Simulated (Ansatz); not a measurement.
LaNi2Ge2 in space group I4/mmm (No. 139; La on 2a, Ni on 4d, Ge on 4e), the program Ansatz at the r²SCAN level (PAW), all energies at zero smearing, with the estimated change up to a 700 eV cutoff added, with one set of potentials and settings (totals compare only within such a set). Cell of 5 atoms (1 La, 2 Ni, 2 Ge): -26564.786 eV.

```tsv
element	reference phase	E (eV/atom)
La	P6_3/mmc, 4 atoms in the cell	-6264.8722
Ni	Fm-3m, 1 atoms in the cell, spin-polarised	-5845.2921
Ge	Fd-3m, 2 atoms in the cell	-4302.9121
```

Formation energy per atom, worked out: (-26564.786 − 1×(-6264.8722) − 2×(-5845.2921) − 2×(-4302.9121))/5 = -0.701 eV/atom (-68 kJ per mol of atoms), at 0 K, without zero-point energy or fitted corrections.

The first step of the workflow began from a Materials Project structure, measured or hypothetical; the Crystallography Open Database copy checked does not list it. Whether it is the stable phase at ambient conditions was not checked. Symmetry was held in the r²SCAN relaxation; its stability against distortions is not shown here. The run is not spin-polarised. The references are the lowest solids computed at this level, not always the standard phases. Spin–orbit coupling is left out wherever it is not named.

Potentials: the earlier of the program's two PAW sets.
